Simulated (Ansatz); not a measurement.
**Formation energy of BaRu3 in the AuCu3-type structure**

Level of theory: DFT, PBEsol, scalar-relativistic, no spin polarisation; plane waves to 420 eV with PAW datasets (Ansatz 0.2.0), Γ-centred 8×8×8 mesh, 0.05 eV Gaussian smearing; PAW files: Ansatz's generated set soft_2.

The structure was built from a prototype; whether the compound forms in it isn't claimed.

Symmetry: Pm-3m, No. 221, cubic system. Conventional cell: a = 4.069 Å, b = 4.069 Å, c = 4.069 Å, α = 90.00°, β = 90.00°, γ = 90.00°. Around Ba (site symmetry m-3m) lie 12 Ru at 2.88 Å. Ru (site symmetry 4/mmm) is surrounded by 4 Ba at 2.88 Å and 8 Ru at 2.88 Å. (Shells end 15 % past the nearest neighbour.)

The elements were computed in their standard states with the same datasets, cutoff and functional. Absolute energies hang on the potentials; compare differences alone.

Energy of the relaxed cell (4 atoms, smearing extrapolated to zero): -23307.000 eV. Elements, in eV/atom: Ba -5862.609, Ru -5816.503.

Q: What is the formation energy?

A: [-23307.000 − (1 × -5862.609 + 3 × -5816.503)] / 4 = 1.28 eV/atom, or 123 kJ per mole of atoms.

The value is for 0 K, without zero-point energy. A positive value means that this structure is unstable even against the elements at this level.

Scalar-relativistic only: spin–orbit splittings of the heavy atoms' levels are missing.
